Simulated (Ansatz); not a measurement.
AlN (P6_3mc): elastic constants by finite strains

Computed with LDA, PAW on Ansatz 0.2.0's default frozen-core files (fitted under PBE), scalar-relativistic; not a measurement.

The cell comes from a PAW relaxation under the same functional.

Launched as:

```sh
ansatz run input.yaml --threads 2 --pin off --max-ram 5120MiB --backend cpu --events-out ev --progress --plain --runs-dir out
```

Input:

```yaml
crystal:
  lattice:
    - [3.08877018995, 0.0, 0.0]
    - [-1.54438509497, 2.67495345095, 0.0]
    - [0.0, 0.0, 4.94326336468]
  atoms:
    - { symbol: Al, position: [0.333333333333, 0.666666666667, -0.000992572121] }
    - { symbol: Al, position: [0.666666666667, 0.333333333333, 0.499007427879] }
    - { symbol: "N", position: [0.333333333333, 0.666666666667, 0.380992572121] }
    - { symbol: "N", position: [0.666666666667, 0.333333333333, 0.880992572121] }
kpoints:
  mp_grid: { grid: [8, 8, 6] }
scf:
  occupations: { method: fixed }
hamiltonian:
  xc: lda
  pseudopotentials: { kind: paw }
elastic:
  mode: relaxed_ion
  stencil: two_point
  amplitude: 0.003
```

Output (shortened where marked):

```
Warning: RAYON_NUM_THREADS=2 ignored (pool sized by the plan → 2); use --threads N
Engine: ansatz 0.2.0, aarch64-unknown-linux-gnu
Pseudopotentials: kind: paw
Pseudopotential: Al, paw, valence charge 3, recommended cutoff 420 eV (normal), Al.paw.azcp
Pseudopotential: N, paw, valence charge 5, recommended cutoff 420 eV (normal), N.paw.azcp
Functional definition: SPW92
  exchange = slater_x
  correlation = pw_c
Crystal: 4 atoms, lattice volume = 40.843 Å³
Basis set: ecut = 420 eV, 785 PW (Γ)
Bands: 12, of which v1, the nominal top of the filled ones, is band 8 counted from 1 (7 counted from 0)
Symmetry: 12 space group operations
Space group: P63mc (ITA 186), of the structure as read, at distance tolerance 3.4e-5 Å
k-points: 40 of 384 (time reversal used)
Non-local potential: Al, projectors of the file, l = 0: 2, l = 1: 2, l = 2: 1
Non-local potential: N, projectors of the file, l = 0: 2, l = 1: 2, l = 2: 1
PAW form: soft (Blöchl's): semilocal exchange-correlation on the pseudo side does not see the compensation charge
PAW frozen core: Al, regenerated for the run's functional, and the local potential with it (the file was generated under x = pbe(κ = 0.804, μ = 0.2195149727645171), c = pbe(β = 0.06672455060314922))
PAW frozen core: N, regenerated for the run's functional, and the local potential with it (the file was generated under x = pbe(κ = 0.804, μ = 0.2195149727645171), c = pbe(β = 0.06672455060314922))
PAW one-centre angular grid: Al, 110 points (default); XC on 64 Gauss nodes
PAW one-centre angular grid: N, 110 points (default); XC on 64 Gauss nodes
Initial density: superposition of atomic densities (neutral atoms: chi_scale 0, normalization atom), corrected by the library's trained network
Initial wavefunctions: pseudopotential atomic-orbital guess
Functional: x = slater, c = lda
SCF iter   1: F=—  HF=-1779.726927 eV  |F-HF|=—  |Δ(HF+E_count)|=         —  Δρ=9.42e-3  dr2=4.12e-2  ethr=1.77e-3  ⟨swp⟩=4.9  Hψ=2674  notcnv=0  defer=72
[... 167 lines left out ...]
  atom   4  N      0.00000000    -0.00000000    -0.00000123
  max |Σ_I F_I| component: 1.54e-6 eV/Å
--- Stress (GPa, compression-positive) ---
       -0.011941       0.000000      -0.000000
        0.000000      -0.011941       0.000000
       -0.000000       0.000000      -0.006514
  P = ⅓ Tr σ = -0.0101 GPa (-0.101 kbar)
--- Elastic constants: 3 strain directions × 2 members + reference (group order 12) ---
  dense FFT box of the reference and of every strained cell: 24×24×36
  strains applied: 11, 33, 23; error gains: componentwise 1.00 (the most a stress slope's error grows in a printed constant), spectral 1.41 (1 for all six strains in a standard setting)
  C = ∂σ_k/∂η_j (tension-positive GPa; Voigt order 11 22 33 23 13 12):
       396.017    143.309    112.067     -0.000      0.000     -0.000
       143.309    396.017    112.067      0.000      0.000     -0.000
       111.980    111.980    369.717     -0.000      0.000     -0.000
        -0.000      0.000      0.000    115.810      0.000      0.000
         0.000     -0.000     -0.000     -0.000    115.810     -0.000
        -0.000      0.000      0.000      0.000     -0.000    126.354
  reference stress σ⁰ (GPa):      0.012      0.012      0.007     -0.000      0.000     -0.000
  C* (energy form; C + prestress term) asymmetry max|C*_kj − C*_jk| = 9.311e-2 GPa — a small one proves nothing (zero by symmetry where the batch's group is 432, −43m or m−3m); a large one is finite-difference/SCF noise where ...
  moduli (Voigt/Reuss/Hill, GPa): K = 210.72/209.83/210.27   G = 124.55/123.91/124.23   E = 311.38   ν = 0.253
  mechanically stable: yes (min eigenvalue of sym C = 115.81 GPa)
  strain η (Voigt 11):  stress-route row diagonal C_11 = 396.02 GPa, energy-path curvature d²(F+E_count+ΔE)/dδ²/Ω₀ = 395.47 GPa
         δ    σ_11 (GPa)             F (eV)   n_scf  n_hpsi   n_pw
    -3.000e-3      -1.1863       -1779.7136560       2    9440    808   relax 4 steps, max|allowed force component| 8.88e-6 eV/Å
     3.000e-3       1.1898       -1779.7136470       2    9446    818   relax 3 steps, max|allowed force component| 3.13e-5 eV/Å
  strain η (Voigt 33):  stress-route row diagonal C_33 = 369.72 GPa, energy-path curvature d²(F+E_count+ΔE)/dδ²/Ω₀ = 370.06 GPa
         δ    σ_33 (GPa)             F (eV)   n_scf  n_hpsi   n_pw
    -3.000e-3      -1.1019       -1779.7136513       2    4508    810   relax 5 steps, max|allowed force component| 1.91e-7 eV/Å
     3.000e-3       1.1164       -1779.7136397       2    4508    813   relax 3 steps, max|allowed force component| 6.85e-6 eV/Å
  strain η (Voigt 23):  stress-route row diagonal C_44 = 115.81 GPa, energy-path curvature d²(F+E_count+ΔE)/dδ²/Ω₀ = 115.71 GPa
         δ    σ_23 (GPa)             F (eV)   n_scf  n_hpsi   n_pw
    -3.000e-3      -0.3474       -1779.7139704       2   13345    810   relax 3 steps, max|allowed force component| 3.46e-5 eV/Å
     3.000e-3       0.3474       -1779.7139704       2   13207    810   relax 3 steps, max|allowed force component| 4.86e-5 eV/Å
```

Self-consistency was reached.

**Elastic constants**

Elastic constants of a crystal by Kohn-Sham DFT: slopes of the stress over finite engineering strains of the given cell, Voigt indices, Cartesian axes as in the input.

| Quantity | Value |
| --- | --- |
| Pressure at rest | -0.01 GPa |
| Least elastic eigenvalue | 115.8 GPa |
| Elastically stable | yes |

```
index  elastic (GPa)
   11            396
   12          143.3
   13            112
   33          369.7
   44          115.8
```

### Strained cells

Stress of each strained cell less that at rest, tension positive.

```csv
strain component,strain,stress xx (GPa),stress yy (GPa),stress zz (GPa),stress yz (GPa),stress xz (GPa),stress xy (GPa),relaxation steps
xx,-0.003,-1.198,-0.4328,-0.3382,0,0,0,4
xx,0.003,1.178,0.4271,0.3337,0,0,0,3
zz,-0.003,-0.3425,-0.3425,-1.108,0,0,0,5
zz,0.003,0.3299,0.3299,1.11,0,0,0,3
yz,-0.003,-0.0013,0.0006,-0.0015,-0.3474,0,0,3
yz,0.003,-0.0013,0.0006,-0.0015,0.3474,0,0,3
```

**Elastic moduli**

Hill averages of a grain aggregate, Debye temperature from the mean sound speed over directions.

* Bulk modulus: 210.3 GPa
* Shear modulus: 124.2 GPa
* Young modulus: 311.4 GPa
* Poisson ratio: 0.2532
* Bulk over shear modulus: 1.693
* Elastic anisotropy index: 0.0302
* Least young modulus: 296.6 GPa
* Largest young modulus: 329 GPa
* Longitudinal sound speed: 10620 m/s
* Transverse sound speed: 6105 m/s
* Elastic debye temperature: 930 K
* Linear compressibility (x, y, z): 1.478, 1.478, 1.809 1/TPa

Limits of these numbers: frozen-core PAW files fitted under PBE, their cores solved anew for the functional of the run; constants at zero field, no piezoelectric stiffening.

It took 42 s on 2 threads of Arm Neoverse V1, with other jobs on the host, peak memory 0.36 GiB.
